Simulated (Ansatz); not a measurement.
Energy over volume and axial ratio for CdS (zinc blende)

CdS (zinc blende)

```xyz
2
Lattice="0.0000 2.9633 2.9633 2.9633 0.0000 2.9633 2.9633 2.9633 0.0000" Properties=species:S:1:pos:R:3 pbc="T T T"
S      4.4450     4.4450     4.4450
Cd     0.0000     0.0000     0.0000
```

Grid over V/V₀ and (c/a)/(c/a)₀, subscript 0 meaning the relaxed cell; the conventional c axis lies along z; no internal relaxation.

Computed with PBE (plane waves to 420 eV, PAW, scalar-relativistic; Ansatz, an electronic-structure program). k mesh 10×10×10 (Γ-centred), Fermi-Dirac smearing 0.05 eV. The energy includes the smearing's −TS. Stress and pressure are positive under compression. CdS was relaxed with its symmetry unable to fall. The zero of ΔE is the relaxed starting cell.

ΔE (eV/atom), with V/V₀ across and (c/a)/(c/a)₀ down:

```
(c/a)/(c/a)₀ \ V/V₀   0.960   0.973   0.987   1.000   1.013   1.027   1.040
-------------------  ------  ------  ------  ------  ------  ------  ------
0.880                0.0194  0.0162  0.0147  0.0148  0.0164  0.0194  0.0237
0.920                0.0129  0.0091  0.0070  0.0066  0.0077  0.0103  0.0141
0.960                0.0089  0.0047  0.0024  0.0017  0.0025  0.0048  0.0084
1.000                0.0075  0.0033  0.0008  0.0000  0.0008  0.0029  0.0064
1.040                0.0090  0.0048  0.0024  0.0017  0.0026  0.0048  0.0084
1.080                0.0135  0.0096  0.0075  0.0070  0.0081  0.0106  0.0144
1.120                0.0214  0.0179  0.0162  0.0161  0.0175  0.0203  0.0244
```

σzz − σxx (GPa), with V/V₀ across and (c/a)/(c/a)₀ down:

```tsv
(c/a)/(c/a)₀ \ V/V₀	0.960	0.973	0.987	1.000	1.013	1.027	1.040
0.880	1.64	1.76	1.87	1.98	2.07	2.16	2.24
0.920	1.17	1.25	1.32	1.39	1.45	1.51	1.56
0.960	0.63	0.67	0.71	0.74	0.77	0.80	0.82
1.000	0.00	0.00	0.00	0.00	0.00	0.00	0.00
1.040	-0.74	-0.78	-0.81	-0.84	-0.87	-0.89	-0.91
1.080	-1.61	-1.67	-1.73	-1.79	-1.84	-1.88	-1.92
1.120	-2.60	-2.69	-2.77	-2.85	-2.91	-2.97	-3.03
```

Summary:

| Property | Result |
|---|---|
| Shear modulus C′ = (C11 − C12)/2 (fit, atoms clamped) | 9.8 GPa |
| Lowest place on the grid | V/V₀ = 1.000, (c/a)/(c/a)₀ = 1.000 (0.0 meV/atom) |
| Highest place on the grid | V/V₀ = 1.040, (c/a)/(c/a)₀ = 1.120 (24.4 meV/atom) |

The 49 points together took very roughly 8 core-minutes.

(Under strain, the slope of the energy per volume gives the stress and its curvature an elastic modulus.)
